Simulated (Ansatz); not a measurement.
Total density of states per atom from the program Ansatz at the PBEsol level (PAW), in 0.25 eV bins, energy from the Fermi level:

(E (eV), states/eV/atom): (-7.85, 0.92); (-7.60, 0.59); (-7.35, 0.33); (-7.10, 0.51); (-6.85, 0.50); (-6.60, 0.80); (-6.35, 1.13); (-6.10, 0.54); (-5.85, 0.94); (-5.60, 0.60); (-5.35, 0.49); (-5.10, 0.45); (-4.85, 0.45); (-4.60, 0.31); (-4.35, 0.27); (-4.10, 0.29); (-3.85, 0.38); (-3.60, 0.51); (-3.35, 0.67); (-3.10, 0.65); (-2.85, 0.41); (-2.60, 0.32); (-2.35, 0.20); (-2.10, 0.13); (-1.85, 0.13); (-1.60, 0.14); (-1.35, 0.16); (-1.10, 0.18); (-0.85, 0.10); (-0.60, 0.36); (-0.35, 0.42); (-0.10, 0.59); (0.15, 0.85); (0.40, 0.73); (0.65, 0.62); (0.90, 0.70); (1.15, 0.67); (1.40, 0.78); (1.65, 0.58); (1.90, 1.03); (2.15, 0.95); (2.40, 0.42); (2.65, 0.61); (2.90, 0.87); (3.15, 0.71); (3.40, 0.40); (3.65, 0.45); (3.90, 0.44); (4.15, 0.55); (4.40, 0.26); (4.65, 0.35)

Problem. Pick the material that matches.
(A) MgO, P4_2/mnm (Mg on 4g, O on 4f)
(B) V2O3, corundum
(C) TaGeO, P4/nmm (Ta on 2c, Ge on 2a, O on 2c)
(D) Hf2O3, P-4m2 (Hf on 2g, O on 1a, O on 1b, O on 1d)

Solution. C, TaGeO, P4/nmm (Ta on 2c, Ge on 2a, O on 2c). Within 0.5 eV of the Fermi level: Ta 5d 76 %, O 2p 8 %. Projections are on Löwdin-orthogonalised atomic valence shells; empty p or d shells of many metals are not among them.

The start of the workflow was typed in or built on a structure type; neither database checked (COD, Materials Project) lists it. Its standing as an ambient phase is unchecked. Symmetry was held in the PBEsol relaxation. At this level the phase is dynamically unstable (imaginary phonons). No spin polarisation was allowed. The volume moved by -20 % from the start of the relaxation. Spin–orbit coupling is left out wherever it is not named.

Potentials: the earlier of the program's two PAW sets. The files were generated under PBE; for other functionals the program regenerates the frozen cores, and for LDA and PBEsol the local potential too.
